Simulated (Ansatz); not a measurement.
Relaxed candidate structures of ZrCl:

**A**
```cif
data_Cl2Zr2
_chemical_formula_sum 'Zr2 Cl2'
_space_group_name_H-M_alt 'P 1'
_space_group_IT_number 1
_cell_length_a 6.22253
_cell_length_b 6.22253
_cell_length_c 3.06668
_cell_angle_alpha 90.000
_cell_angle_beta 90.000
_cell_angle_gamma 137.909
loop_
_space_group_symop_operation_xyz
  'x, y, z'
loop_
_atom_site_label
_atom_site_type_symbol
_atom_site_fract_x
_atom_site_fract_y
_atom_site_fract_z
_atom_site_occupancy
Zr1 Zr 0.84292 0.15708 0.25000 1
Zr2 Zr 0.15708 0.84292 0.75000 1
Cl1 Cl 0.62301 0.37699 0.25000 1
Cl2 Cl 0.37699 0.62301 0.75000 1
```

**B**
```
ZrCl
1.0
    4.85619     0.00000     0.00000
   -2.42809     4.20558     0.00000
    0.00000     0.00000     5.34063
Cl Zr
2 2
Direct
  0.33333   0.66667   0.00000
  0.66667   0.33333   0.00000
  0.00000   0.00000   0.50000
  0.00000   0.00000   0.00000
```

**C**
```xyz
4
Lattice="4.9839 0.0000 0.0000 0.0000 3.3387 0.0000 -0.0198 0.0000 5.1502" Properties=species:S:1:pos:R:3 pbc="T T T"
Zr     2.8997     0.0000     3.7618
Zr     1.9891     1.6693     1.2655
Cl     4.3375     1.6693     0.1293
Cl     0.5170     0.0000     2.6987
```

**D**
```
ZrCl
1.0
    3.13926     0.00000     0.00000
    0.00000     3.13926     0.00000
    0.00000     0.00000     3.67289
Zr Cl
1 1
Cartesian
  1.56963   1.56963   1.83645
  0.00000   0.00000   0.00000
```

**E**
```
ZrCl
1.0
    3.22952     0.00000     0.00000
   -1.61476     2.79684     0.00000
    0.00000     0.00000     4.17053
Cl Zr
1 1
Cartesian
  0.00000   0.00000   2.08527
  1.61476   0.93228   0.00000
```

**F**
```
ZrCl
1.0
    3.13510     0.00000     0.00000
    0.00000     3.13510     0.00000
    0.00000     0.00000     8.56984
Cl Zr
2 2
Cartesian
  0.00000   0.00000   2.14246
  0.00000   0.00000   6.42738
  0.00000   1.56755   0.00000
  1.56755   0.00000   4.28492
```

Task: Order them by energy per atom (lowest first) at the level PBE (plane waves to 420 eV, PAW, scalar-relativistic; Ansatz, an electronic-structure program).

Result: C (reference, the lowest of the structures calculated here), F (+0.13 eV/atom), E (+0.17 eV/atom), A (+0.21 eV/atom), D (+0.55 eV/atom), B (+1.01 eV/atom)

Probably no minimum, since a slightly shaken restart fell lower: P4/mmm, tP2, AFLOW prototype AB_tP2_123_a_d (L1_0, as in CuAu) (by 0.55 eV/atom, to Pm); P-6m2, hP2 (by 0.05 eV/atom, to Pmn2₁). 4 runs with a doubtful electronic state, a coarser numerical grid, an end not at rest or a source that can't be used are left out. Each run could gain symmetry but not lose that of its start, so entries can be saddle points. All of these are generated cells (placed on structure types, drawn at random, substituted or restacked) that were not matched to a known phase here. The real structure of this composition may not be among these. Static energies at zero pressure. No spin polarisation in the result. The d or f electrons are treated with no Hubbard U.
